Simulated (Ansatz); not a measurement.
One crystal and one scan (energy over volume and axial ratio) at two levels, PBE (plane waves to 420 eV, PAW, scalar-relativistic; Ansatz, a first-principles code) and r2SCAN (plane waves to 500 eV, PAW, scalar-relativistic; Ansatz), each from its own relaxed cell and on its own mesh. The cell shown is that of PBE.

PbF₂ (fluorite)

```yaml
crystal:
  lattice:
    - [0.00000, 3.00038, 3.00038]
    - [3.00038, 0.00000, 3.00038]
    - [3.00038, 3.00038, 0.00000]
  atoms:
    - { symbol: Pb, position: [0.00000, 0.00000, 0.00000] }
    - { symbol: F, position: [0.75000, 0.75000, 0.75000] }
    - { symbol: F, position: [0.25000, 0.25000, 0.25000] }
```

Grid over V/V₀ and (c/a)/(c/a)₀, subscript 0 meaning the relaxed cell; the conventional c axis lies along z; no internal relaxation.

E stands for the smeared free energy. PbF2 was relaxed with its symmetry unable to fall. Spin-orbit coupling is left out, though Pb is heavy. Percentages come from the unrounded values. Both scans cover V/V₀ from 0.960 to 1.040 and (c/a)/(c/a)₀ from 0.880 to 1.120.

```json
[
 {"quantity": "Lattice constant a (Å)", "PBE": "6.001", "r2SCAN": "5.921", "PBE − r2SCAN": "+0.080 (+1.3 %)"},
 {"quantity": "Shear modulus C′ = (C11 − C12)/2 (fit, atoms clamped) (GPa)", "PBE": "27", "r2SCAN": "27", "PBE − r2SCAN": "0"}
]
```

PBE gives the higher value for: lattice constant a. Neither level is exact: the differences show how much the result hangs on the functional.

(A scan under strain: stresses follow from slopes of the energy per volume, elastic moduli from its curvatures.)
